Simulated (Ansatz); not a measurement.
ZnS in space group P4/nmm (No. 129; Zn on 2c, S on 2a) at seven volumes, plane-wave PAW r²SCAN+D4 (Ansatz code), shape and atoms relaxed at each. One row is withheld.

```tsv
V (Å³/atom)	P (GPa)
20.738	?
21.422	0.99
22.105	0.43
22.789	0.00
23.473	-0.32
24.156	-0.52
24.840	-0.68
```

### Question
Fit the shown pressures and predict the withheld one.

### Answer
Third-order Birch–Murnaghan: P = (3/2)B₀(x^(7/2) − x^(5/2))[1 + (3/4)(B′ − 4)(x − 1)] with x = (V₀/V)^(2/3). Least squares on the six rows gives V₀ = 22.789 Å³/atom, B₀ = 12.09 GPa, B′ = 9.44. At V = 20.738, x = 1.0649 and P = 1.74 GPa. The run itself gave 1.76 GPa.

The cell is a constructed one: a structure type filled with these elements; neither database checked (COD, Materials Project) lists it. It is not the phase usual at ambient conditions (space group No. 186, 216). Symmetry was held in the r²SCAN+D4 relaxation; its stability against distortions is not shown here.

Potentials: the earlier of the program's two PAW sets. The files were generated under PBE; for other functionals the program regenerates the frozen cores, and for LDA and PBEsol the local potential too.
